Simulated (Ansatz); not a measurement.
A relaxed structure of Bi is spoiled in several ways and relaxed again each time (noise and exchanges are one random draw each; squeezed and stretched starts keep its symmetry, which their runs cannot lower; pressure is positive under compression). The numbers are results of PBE (plane waves to 420 eV, PAW, scalar-relativistic; Ansatz, an electronic-structure program), not measurements.

```cif
data_Bi6
_chemical_formula_sum 'Bi6'
_space_group_name_H-M_alt 'R-3m :H'
_space_group_IT_number 166
_space_group_name_Hall '-R 3 2"'
_cell_length_a 4.58231
_cell_length_b 4.58231
_cell_length_c 12.17498
_cell_angle_alpha 90.000
_cell_angle_beta 90.000
_cell_angle_gamma 120.000
loop_
_atom_site_label
_atom_site_type_symbol
_atom_site_symmetry_multiplicity
_atom_site_Wyckoff_symbol
_atom_site_fract_x
_atom_site_fract_y
_atom_site_fract_z
_atom_site_occupancy
Bi1 Bi 6 c 0.00000 0.00000 0.23363 1
```
(The calculation used a cell of 2 atoms; values per cell refer to that cell.)

```json
[
 {"change": "with every coordinate shifted by Gaussian noise of σ = 0.2 Å", "first pressure (GPa)": "8.5", "largest first force (eV/Å)": "3.83", "released (eV/atom)": "0.50", "moves": "10", "outcome": "returns to the parent", "final group": "R-3m", "E − E(parent) (eV/atom)": "0.00"},
 {"change": "stretched uniformly to 115 % of its volume", "first pressure (GPa)": "(withheld)", "largest first force (eV/Å)": "0.54", "released (eV/atom)": "(withheld)", "moves": "12", "outcome": "(withheld)", "final group": "(withheld)", "E − E(parent) (eV/atom)": "(withheld)"},
 {"change": "deformed by the Cartesian strain tensor (xx, yy, zz, yz, xz, xy) = (-0.071, 0.153, -0.050, -0.010, -0.007, -0.051)", "first pressure (GPa)": "-0.4", "largest first force (eV/Å)": "0.41", "released (eV/atom)": "0.14", "moves": "10", "outcome": "(withheld)", "final group": "(withheld)", "E − E(parent) (eV/atom)": "(withheld)"}
]
```

**Question.** What belongs in the gaps?

**Answer.** 
- stretched uniformly to 115 % of its volume, first pressure (GPa): -4.3
- stretched uniformly to 115 % of its volume, released (eV/atom): 0.09
- stretched uniformly to 115 % of its volume, outcome: returns to the parent
- stretched uniformly to 115 % of its volume, final group: R-3m
- stretched uniformly to 115 % of its volume, E − E(parent) (eV/atom): 0.00
- deformed by the Cartesian strain tensor (xx, yy, zz, yz, xz, xy) = (-0.071, 0.153, -0.050, -0.010, -0.007, -0.051), outcome: returns to the parent
- deformed by the Cartesian strain tensor (xx, yy, zz, yz, xz, xy) = (-0.071, 0.153, -0.050, -0.010, -0.007, -0.051), final group: R-3m
- deformed by the Cartesian strain tensor (xx, yy, zz, yz, xz, xy) = (-0.071, 0.153, -0.050, -0.010, -0.007, -0.051), E − E(parent) (eV/atom): 0.00

First-step values come from each run's starting, coarser k-mesh (9×9×9, 8×8×8, 9×9×8). Each cell has its own k-point mesh; energy differences are given only to the digits this allows. No spin polarisation in the result.
